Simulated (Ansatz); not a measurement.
NaH:
```cif
data_H4Na4
_chemical_formula_sum 'Na4 H4'
_space_group_name_H-M_alt 'Fm-3m'
_space_group_IT_number 225
_space_group_name_Hall '-F 4 2 3'
_cell_length_a 4.68974
_cell_length_b 4.68974
_cell_length_c 4.68974
_cell_angle_alpha 90.000
_cell_angle_beta 90.000
_cell_angle_gamma 90.000
loop_
_atom_site_label
_atom_site_type_symbol
_atom_site_symmetry_multiplicity
_atom_site_Wyckoff_symbol
_atom_site_fract_x
_atom_site_fract_y
_atom_site_fract_z
_atom_site_occupancy
Na1 Na 4 a 0.00000 0.00000 0.00000 1
H1 H 4 b 0.50000 0.50000 0.50000 1
```
(The calculation used a cell of 2 atoms; values per cell refer to that cell.)

This is the LDA-relaxed structure.

Task: All from plane-wave PAW LDA (Ansatz code), unless another level is named. Predict the static dielectric constant ε0 (ions relaxed, cell fixed).

Result: 8.95.

Task: Next, the electronic dielectric constant ε∞ (DFPT)?

Result: 3.34.

Task: Next, the Born charges (a third of the trace)?

Result: Na +0.95, H -0.95 e.

The LDA relaxation kept the symmetry of its start; phonons on a q-mesh show no instability.

Potentials: the later of the program's two PAW sets.
